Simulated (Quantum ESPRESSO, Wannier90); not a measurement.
**ZrSe₂ (CdI2 type): Wannier90 run**

```
begin unit_cell_cart
ang
    3.8111501223    0.0000000000    0.0000000000
   -1.9055750611    3.3005528235    0.0000000000
    0.0000000000    0.0000000000    6.3999100000
end unit_cell_cart
begin atoms_frac
Zr   0.0000000000  0.0000000000  0.0000000000
Se  -0.3333333333  0.3333333333 -0.2441200000
Se   0.3333333333 -0.3333333333  0.2441200000
end atoms_frac
```

Materials Project entry mp-2076; symmetrised, unrelaxed at this level. COD (Crystallography Open Database) has an entry of this formula and space group (matched by these alone). Method: PBE plane waves in Quantum ESPRESSO 7.5 (PseudoDojo norm-conserving files, 69 Ry, no spin polarisation, no spin-orbit coupling), Bloch states on a 12×12×6 mesh through Γ, Wannier90 4.0.1. Density: 12×12×6 mesh, Gaussian smearing 0.01 Ry. The cell is built of weakly bound layers, chains or molecules, whose nearest atoms lie 3.95 Å apart. Database cells relaxed without dispersion often hold them too far apart, which can enlarge gaps and weakens couplings between them; spacing and stacking were not compared with the measured crystal. Spin-orbit coupling, left out, would split the p-like bands by a few tenths of an eV.

Bands 15-16 form an isolated set from -13.04 to -11.77 eV relative to the valence-band maximum (on the path) and are turned into 2 Wannier functions by minimising the spread from the start: atomic waves Se 4s.

Question: Where do the functions sit, how wide are they and what are they made of?

Answer: 
```
functions  spread (Å²)  nearest atom, distance (Å)  second atom, distance (Å)            weight on atomic waves
---------  -----------  --------------------------  -------------------------  --------------------------------
2                 1.27                     Se 0.14                    Zr 2.62  Se 4s 84 %, Zr 4d 8 %, Zr 5s 7 %
```

Ω_I = 2.55 Å², Ω_total = 2.55 Å²; the interpolated bands follow pw.x to 0.0 meV rms on the path. Only this start was tried; a symmetric start can stop on a saddle, and mixtures of these functions could lower the total by at most Ω_total − Ω_I.
